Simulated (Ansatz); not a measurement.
Consider the following.

Relaxed TiB2 (AlB2 type, space group P6/mmm):

```
CELL_PARAMETERS angstrom
      3.03184     0.00000     0.00000
     -1.51592     2.62565     0.00000
      0.00000     0.00000     3.22428
ATOMIC_POSITIONS crystal
  Ti 0.00000 0.00000 0.00000
  B  0.33333 0.66667 0.50000
  B  0.66667 0.33333 0.50000
```

In this cell atom 1 (Ti, nearest neighbour B at 2.380 Å; its periodic images, 3.0 Å or more away, move with it) is moved by u·(1.000, 0.000, 0.000) + v·(0.000, 1.000, 0.000); the rest is frozen.

Calculation: PBE (plane waves to 420 eV, PAW, scalar-relativistic; Ansatz, a quantum-chemistry and plane-wave program). k mesh 14×14×12 (Γ-centred), Fermi-Dirac smearing 0.05 eV. The energy includes the smearing's −TS. With partly filled bands, energies and forces of such displacements shift with the k mesh and the smearing. The PAW data are Ansatz's earlier set. TiB2 is run without spin polarisation. TiB2 was relaxed with its symmetry unable to fall. ΔE is measured from the undisplaced structure. Axes are in Å.

The scan covers u from -0.590 to 0.590 Å in 5 points and v from -0.590 to 0.590 Å in 5 points.

**Question.** Is the undisplaced position a minimum, a maximum or a saddle of this map?

**Answer.** A minimum.

**Question.** What are the two principal curvatures of the energy at the centre?

**Answer.** 14.6 eV/Å², isotropic.

(For displaced atoms, the force is minus the slope of the energy, and its curvature is a force constant, which sets phonon frequencies.)
